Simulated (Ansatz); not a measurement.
Ansatz input file:

```yaml
crystal:
  lattice:
    - [5.0354169284, 0.0, 0.0]
    - [0.0, 5.0354169284, 0.0]
    - [0.0, 0.0, 5.0354169284]
  atoms:
    - { symbol: Al, position: [0.8434055421, 0.8434055421, 0.8434055421] }
    - { symbol: Al, position: [0.6565944579, 0.1565944579, 0.3434055421] }
    - { symbol: Al, position: [0.3434055421, 0.6565944579, 0.1565944579] }
    - { symbol: Al, position: [0.1565944579, 0.3434055421, 0.6565944579] }
    - { symbol: Pt, position: [0.1552122545, 0.1552122545, 0.1552122545] }
    - { symbol: Pt, position: [0.3447877455, 0.8447877455, 0.6552122545] }
    - { symbol: Pt, position: [0.6552122545, 0.3447877455, 0.8447877455] }
    - { symbol: Pt, position: [0.8447877455, 0.6552122545, 0.3447877455] }
basis:
  ecutwfc: 500
kpoints:
  mp_grid: { grid: [8, 8, 8] }
hamiltonian:
  xc: r2scan
scf:
  occupations: { method: gaussian, width: 0.1 }
output:
  forces: true
  stress: true
  eigenvalues: true
  write_density: true
  write_potential: true
  elf: true
  volumetric_format: npy
relax:
  adjacent_minimum: "off"
  f_tol: 0.01
  max_steps: 30
```

Run as
```bash
ansatz run input.yaml --threads 2 --pin off --max-ram 5120MiB --backend cpu --events-out ev --progress --plain --runs-dir out
```

Computed with DFT r2SCAN, scalar-relativistic, plane waves, PAW in Ansatz.

Abridged output (iterations and final results):

```
SCF iter   1: F=—  HF=-52317.071616 eV  |F-HF|=—  |Δ(HF+E_count)|=         —  Δρ=1.45e-2  dr2=4.12e-1  dr2_τ=7.67e-2  ethr=1.77e-3  ⟨swp⟩=7.2  Hψ=9287  notcnv=0  defer=14
SCF iter   2: F=—  HF=-52317.071005 eV  |F-HF|=—  |Δ(HF+E_count)|=   6.12e-4  Δρ=4.76e-3  dr2=3.73e-2  dr2_τ=1.12e-2  ethr=4.90e-4  ⟨swp⟩=2.8  Hψ=3959  notcnv=0  defer=121
SCF iter   3: F=—  HF=-52317.068680 eV  |F-HF|=—  |Δ(HF+E_count)|=   2.32e-3  Δρ=2.38e-3  dr2=6.82e-3  dr2_τ=1.63e-4  ethr=4.44e-5  ⟨swp⟩=2.3  Hψ=3258  notcnv=0  defer=121
SCF iter   4: F=—  HF=-52317.067921 eV  |F-HF|=—  |Δ(HF+E_count)|=   7.59e-4  Δρ=4.47e-4  dr2=3.23e-4  dr2_τ=1.17e-5  ethr=8.11e-6  ⟨swp⟩=2.2  Hψ=3474  notcnv=0  defer=121
SCF iter   5: F=—  HF=-52317.067926 eV  |F-HF|=—  |Δ(HF+E_count)|=   4.89e-6  Δρ=1.10e-4  dr2=1.07e-5  dr2_τ=9.77e-7  ethr=3.84e-7  ⟨swp⟩=2.0  Hψ=3348  notcnv=0  defer=121
SCF iter   6: F=-52317.067939 eV  HF=-52317.067937 eV  |F-HF|=1.94e-6  |Δ(HF+E_count)|=   1.03e-5  Δρ=3.78e-5  dr2=2.09e-6  dr2_τ=9.67e-8  ethr=2.98e-9  ⟨swp⟩=14.7  Hψ=17918  notcnv=0
SCF 1 converged in 6 iterations: F = -52317.067939 eV  dr2 = 2.09e-6
relax step   1: F+E_penalty+E_count = -52317.06793861 eV  Δ(F+E_penalty+E_count) = +0.000e0 eV  max|allowed force component| = 2.199e-2 eV/Å  Δτ_max = 0.0000 Å  (6 SCF iters, dr2 threshold 2.50e-6 eV, accepted)
Initial density: handed on by an earlier stage of this run
Initial wavefunctions: those handed on with the density
SCF iter   1: F=—  HF=-52317.065435 eV  |F-HF|=—  |Δ(HF+E_count)|=         —  Δρ=3.11e-4  dr2=7.79e-5  dr2_τ=8.44e-3  ethr=9.59e-8  ⟨swp⟩=2.0  Hψ=6912  notcnv=0  defer=123
SCF iter   2: F=—  HF=-52317.068571 eV  |F-HF|=—  |Δ(HF+E_count)|=   3.14e-3  Δρ=2.35e-4  dr2=3.36e-5  dr2_τ=2.50e-6  ethr=9.28e-8  ⟨swp⟩=2.0  Hψ=4070  notcnv=0  defer=123
SCF iter   3: F=—  HF=-52317.068579 eV  |F-HF|=—  |Δ(HF+E_count)|=   8.21e-6  Δρ=1.14e-4  dr2=8.94e-6  dr2_τ=9.57e-7  ethr=4.00e-8  ⟨swp⟩=1.0  Hψ=2172  notcnv=0  defer=123
SCF iter   4: F=—  HF=-52317.068584 eV  |F-HF|=—  |Δ(HF+E_count)|=   4.42e-6  Δρ=1.54e-5  dr2=2.39e-7  dr2_τ=1.26e-8  ethr=1.06e-8  ⟨swp⟩=2.0  Hψ=3346  notcnv=0  defer=123
SCF iter   5: F=-52317.068584 eV  HF=-52317.068584 eV  |F-HF|=6.45e-9  |Δ(HF+E_count)|=   8.28e-8  Δρ=7.00e-6  dr2=4.41e-8  dr2_τ=5.51e-9  ethr=1.19e-10  ⟨swp⟩=12.9  Hψ=14590  notcnv=0
SCF 2 converged in 5 iterations: F = -52317.068584 eV  dr2 = 4.41e-8
relax step   2: F+E_penalty+E_count = -52317.06858367 eV  Δ(F+E_penalty+E_count) = -6.451e-4 eV  max|allowed force component| = 3.892e-3 eV/Å  Δτ_max = 0.0055 Å  (5 SCF iters, accepted)
SCF iter   1: F=—  HF=-52317.068584 eV  |F-HF|=—  |Δ(HF+E_count)|=         —  Δρ=7.00e-6  dr2=4.41e-8  dr2_τ=5.51e-9  ethr=5.26e-11  ⟨swp⟩=1.0  Hψ=6555  notcnv=0
SCF iter   2: F=-52317.068584 eV  HF=-52317.068584 eV  |F-HF|=7.13e-10  |Δ(HF+E_count)|=  7.64e-10  Δρ=4.01e-6  dr2=1.57e-8  dr2_τ=1.34e-9  ethr=5.25e-11  ⟨swp⟩=7.0  Hψ=12124  notcnv=0
SCF 3 converged in 2 iterations: F = -52317.068584 eV  dr2 = 1.57e-8
SCF converged after 2 iterations
Free energy (F): -52317.068584 eV
Harris-Foulkes:  -52317.068584 eV  (|F-HF|=7.13e-10)
Internal energy: -52317.058326 eV  (E = F + TS)
E sigma→0 (E₀):  -52317.063455 eV
Entropy (-TS):   -0.010257 eV (-1.282 meV/atom)
Fermi energy:    14.691537 eV
--- Per-component energies (eV) ---
  E_band       = -1075.355533
  E_kinetic    = 2641.865599
  E_local      = -9144.768051  (includes V_loc(G=0)·N_el)
  E_nonlocal   = 838.033628
  E_hartree    = 3589.864388
  E_xc         = -1149.150449
  E_vxc        = -1481.544005  (∫ρ·V_xc dr)
  E_paw        = -39810.021780  (= ΣΔE_a)
  E_vpaw       = -1202.839842  (= ΣTr[D̂ρ^β])
  E_aug_tail   = 0.000608  (compensation charges beyond the density's cutoff)
  E_vtau       = 94.169767  (kinetic-family band-sum trace: ∫τ·v_τ [+ j·A + Jᵃ·Aᵃ] dr)
  E_ewald      = -9281.715858
  E_core_change = -1.166410  (= ΣΔE_core)
  E_smearing   = -0.010257  (= −TS)
--- Forces (eV/Å), atoms counted from 1 ---
  atom   1  Al    -0.00389481    -0.00389481    -0.00389481
  atom   2  Al     0.00389481     0.00389481    -0.00389481
  atom   3  Al    -0.00389481     0.00389481     0.00389481
  atom   4  Al     0.00389481    -0.00389481     0.00389481
  atom   5  Pt     0.00331635     0.00331635     0.00331635
  atom   6  Pt    -0.00331635    -0.00331635     0.00331635
  atom   7  Pt     0.00331635    -0.00331635    -0.00331635
  atom   8  Pt    -0.00331635     0.00331635    -0.00331635
--- Stress (GPa, compression-positive) ---
      -15.385708       0.000000       0.000000
        0.000000     -15.385708       0.000000
        0.000000       0.000000     -15.385708
  P = ⅓ Tr σ = -15.3857 GPa (-153.857 kbar)
--- Band table (eV; the first three rows and the last of 45) ---
  k-point 0: bands = ["-85.7867", "-85.7824", "-85.7824", "-85.7824", "-39.4583", "-39.4583", "-39.4583", "-39.4158", "-39.4126", "-39.4126", "-39.4126", "-39.3762", "-39.3762", "-39.3584", "-39.3584", "-39.3584", "3.8029", "8.0982", "8.0982", "8.0982", "9.6034", "9.6034", "9.6034", "10.1145", "10.1145", "10.1145", "10.4732", "10.8803", "10.8803", "10.9528", "10.9528", "10.9528", "11.7766", "11.7766", "11.7766", "12.6812", "12.6812", "13.0085", "13.0085", "13.0085", "14.4410", "14.4410", "14.4410", "18.8256", "18.8256", "18.8256", "18.9580", "18.9580", "19.4358", "19.6495", "19.6495"]
  k-point 1: bands = ["-85.7866", "-85.7829", "-85.7823", "-85.7820", "-39.4620", "-39.4589", "-39.4533", "-39.4190", "-39.4173", "-39.4139", "-39.4046", "-39.3757", "-39.3746", "-39.3598", "-39.3596", "-39.3579", "3.9149", "7.7830", "8.1306", "8.2326", "9.4628", "9.5538", "9.7070", "9.9277", "10.0644", "10.4280", "10.5791", "10.6332", "10.6697", "10.8343", "11.0805", "11.2310", "11.6821", "11.7915", "11.9835", "12.6171", "12.6397", "12.6543", "12.9828", "13.4562", "14.0609", "14.3508", "15.2475", "17.9461", "18.2125", "18.3385", "18.4108", "18.8834", "19.3234", "19.6982", "20.0487"]
  k-point 2: bands = ["-85.7862", "-85.7835", "-85.7822", "-85.7819", "-39.4641", "-39.4604", "-39.4471", "-39.4230", "-39.4216", "-39.4168", "-39.3957", "-39.3745", "-39.3708", "-39.3626", "-39.3617", "-39.3584", "4.2467", "7.1549", "8.2076", "8.3245", "9.2482", "9.4592", "9.8360", "9.9993", "10.0028", "10.4028", "10.4243", "10.6070", "10.6728", "11.0195", "11.1227", "11.4953", "11.6476", "11.8260", "12.2372", "12.3431", "12.5110", "12.5341", "13.1188", "13.2999", "14.1052", "14.2684", "16.1067", "17.2162", "17.3002", "17.7166", "17.7960", "19.0054", "19.5284", "19.7961", "20.0706"]
  k-point 44: bands = ["-85.7835", "-85.7835", "-85.7835", "-85.7835", "-39.4541", "-39.4541", "-39.4541", "-39.4541", "-39.4012", "-39.4012", "-39.4012", "-39.4012", "-39.3591", "-39.3591", "-39.3591", "-39.3591", "7.6450", "7.6450", "7.6450", "7.6450", "8.9403", "8.9403", "8.9403", "8.9403", "10.2312", "10.2312", "10.2312", "10.2312", "10.6496", "10.6496", "10.6496", "10.6496", "12.1196", "12.1196", "12.1196", "12.1196", "12.3360", "12.3360", "12.3360", "12.3360", "13.8647", "13.8647", "13.8647", "13.8647", "21.4059", "21.4059", "21.4059", "21.4059", "21.8895", "21.8895", "21.8895"]
--- Relaxed structure (2 steps of the walk, 2 accepted, 0 SCFs on fresh bases) ---
  F+E_penalty+E_count = -52317.06858367 eV   max|allowed force component| = 3.892e-3 eV/Å
  atoms:
    - { symbol: Al, position: [0.84277184, 0.84277184, 0.84277184] }
    - { symbol: Al, position: [0.65722815, 0.15722815, 0.34277184] }
    - { symbol: Al, position: [0.34277184, 0.65722815, 0.15722815] }
    - { symbol: Al, position: [0.15722815, 0.34277184, 0.65722815] }
    - { symbol: Pt, position: [0.15559077, 0.15559077, 0.15559077] }
    - { symbol: Pt, position: [0.34440922, 0.84440922, 0.65559077] }
    - { symbol: Pt, position: [0.65559077, 0.34440922, 0.84440922] }
    - { symbol: Pt, position: [0.84440922, 0.65559077, 0.34440922] }
```

The relaxation met its thresholds.

The run took 120 s on 2 threads of Intel(R) Xeon(R) Platinum 8259CL CPU @ 2.50GHz (Skylake/Cascade Lake) (shared host), peak memory 0.88 GiB.

Spin–orbit coupling is left out, which can shift energies with elements as heavy as these.